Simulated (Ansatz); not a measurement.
Relaxation of a randomly generated symmetric cell of NbP (space group No. 3); 2 atoms in the cell, which starts as P2 (No. 3), mP2; a = 2.915 Å, b = 3.006 Å, c = 4.067 Å, α = γ = 90.00°, β = 100.38°. These are r2SCAN (plane waves to 500 eV, PAW, scalar-relativistic; Ansatz, a first-principles code) values and carry that method's errors. Γ-centred k-mesh 8×8×6 on the run's cell (coarser than for final values), Fermi–Dirac smearing 0.05 eV. This is the first round of the run. 

The optimiser's lines from the output (shortened; P is positive under compression):

```
relax step   1: F+E_penalty+E_count = -5322.19578680 eV  Δ(F+E_penalty+E_count) = +0.000e0 eV  max|allowed force component| = 6.694e-1 eV/Å  Δτ_max = 0.0000 Å  P = +11.690 GPa  Ω = 35.054 Å³  (7 SCF iters, dr2 threshold 1.00e-7 eV, accepted)
relax step   2: F+E_penalty+E_count = -5322.51958292 eV  Δ(F+E_penalty+E_count) = -3.238e-1 eV  max|allowed force component| = 2.509e-1 eV/Å  Δτ_max = 0.0472 Å  P = +0.280 GPa  Ω = 35.733 Å³  (7 SCF iters, dr2 threshold 2.00e-7 eV, accepted)
relax step   3: F+E_penalty+E_count = -5322.70798148 eV  Δ(F+E_penalty+E_count) = -1.884e-1 eV  max|allowed force component| = 4.327e-1 eV/Å  Δτ_max = 0.0863 Å  P = +2.365 GPa  Ω = 33.595 Å³  (7 SCF iters, dr2 threshold 2.00e-7 eV, accepted)
relax step   4: F+E_penalty+E_count = -5322.95338620 eV  Δ(F+E_penalty+E_count) = -2.454e-1 eV  max|allowed force component| = 6.117e-1 eV/Å  Δτ_max = 0.1202 Å  P = +3.906 GPa  Ω = 32.148 Å³  (7 SCF iters, dr2 threshold 2.00e-7 eV, accepted)
relax step   5: F+E_penalty+E_count = -5323.27433217 eV  Δ(F+E_penalty+E_count) = -3.209e-1 eV  max|allowed force component| = 7.303e-1 eV/Å  Δτ_max = 0.1259 Å  P = +2.280 GPa  Ω = 31.252 Å³  (7 SCF iters, dr2 threshold 2.00e-7 eV, accepted)
relax step   6: F+E_penalty+E_count = -5323.57125950 eV  Δ(F+E_penalty+E_count) = -2.969e-1 eV  max|allowed force component| = 3.440e-1 eV/Å  Δτ_max = 0.1293 Å  P = -0.215 GPa  Ω = 30.803 Å³  (8 SCF iters, dr2 threshold 2.00e-7 eV, accepted)
relax step   7: F+E_penalty+E_count = -5323.83413247 eV  Δ(F+E_penalty+E_count) = -2.629e-1 eV  max|allowed force component| = 7.554e-2 eV/Å  Δτ_max = 0.1215 Å  P = -4.492 GPa  Ω = 30.996 Å³  (7 SCF iters, dr2 threshold 2.00e-7 eV, accepted)
relax step   8: F+E_penalty+E_count = -5323.97271869 eV  Δ(F+E_penalty+E_count) = -1.386e-1 eV  max|allowed force component| = 4.095e-1 eV/Å  Δτ_max = 0.0783 Å  P = +6.336 GPa  Ω = 29.311 Å³  (7 SCF iters, dr2 threshold 2.00e-7 eV, accepted)
relax step   9: F+E_penalty+E_count = -5324.15490512 eV  Δ(F+E_penalty+E_count) = -1.822e-1 eV  max|allowed force component| = 9.277e-2 eV/Å  Δτ_max = 0.0380 Å  P = -2.134 GPa  Ω = 30.381 Å³  (7 SCF iters, dr2 threshold 2.00e-7 eV, accepted)
relax step  10: F+E_penalty+E_count = -5324.18429733 eV  Δ(F+E_penalty+E_count) = -2.939e-2 eV  max|allowed force component| = 1.521e-3 eV/Å  Δτ_max = 0.0173 Å  P = +0.028 GPa  Ω = 30.026 Å³  (6 SCF iters, dr2 threshold 2.00e-7 eV, accepted)
relax step  11: F+E_penalty+E_count = -5324.18441800 eV  Δ(F+E_penalty+E_count) = -1.207e-4 eV  max|allowed force component| = 8.453e-5 eV/Å  Δτ_max = 0.0003 Å  P = +0.005 GPa  Ω = 30.030 Å³  (4 SCF iters, dr2 threshold 2.00e-7 eV, accepted)
relax step  12: F+E_penalty+E_count = -5324.18442063 eV  Δ(F+E_penalty+E_count) = -2.631e-6 eV  max|allowed force component| = 9.378e-6 eV/Å  Δτ_max = 0.0000 Å  P = -0.002 GPa  Ω = 30.031 Å³  (4 SCF iters, dr2 threshold 1.13e-8 eV, accepted)
relax step  13: F+E_penalty+E_count = -5324.18397167 eV  Δ(F+E_penalty+E_count) = +4.490e-4 eV  max|allowed force component| = 1.071e-5 eV/Å  Δτ_max = 0.0000 Å  P = -0.007 GPa  Ω = 30.031 Å³  stress off target by 4.05e-2 GPa  SCF on the basis re-selected at this cell (its energy is not comparable with the rows above)  (7 SCF iters)
relax step  14: F+E_penalty+E_count = -5324.18397273 eV  Δ(F+E_penalty+E_count) = -1.060e-6 eV  max|allowed force component| = 5.539e-6 eV/Å  Δτ_max = 0.0000 Å  P = -0.000 GPa  Ω = 30.030 Å³  (3 SCF iters, dr2 threshold 4.11e-9 eV, accepted)
relax step  15: F+E_penalty+E_count = -5324.18397233 eV  Δ(F+E_penalty+E_count) = +3.985e-7 eV  max|allowed force component| = 4.808e-6 eV/Å  Δτ_max = 0.0000 Å  P = -0.000 GPa  Ω = 30.030 Å³  stress off target by 1.20e-3 GPa  SCF on the basis re-selected at this cell (its energy is not comparable with the rows above)  (5 SCF iters)
```

From the first to the last row the energy changes by -0.99 eV/atom and the volume by -14.3 %. The last row is marked as not comparable with the walk above it, whose basis was carried along; it does compare with step 1, since both stand on a basis selected at the nominal cutoff for their own cell.

Later rounds, restarted from the end of this one on a renewed k-mesh, logged 9 more steps and released under 0.01 eV/atom more. The final structure after all rounds: Pm-3m (No. 221), cP2, CsCl type; a = b = c = 3.108 Å, α = β = γ = 90.00°. Between re-selections the logged energies stand on a plane-wave basis carried along with the cell. No spin polarisation in the result.

The run could not lose the symmetry of its start: the end is stationary, and may be a saddle point rather than a minimum.

The relaxed structure here is a generated cell of NbP: the first start was made by a random draw of sites in a space group, and the end was not matched to a known phase here, so it may be hypothetical.
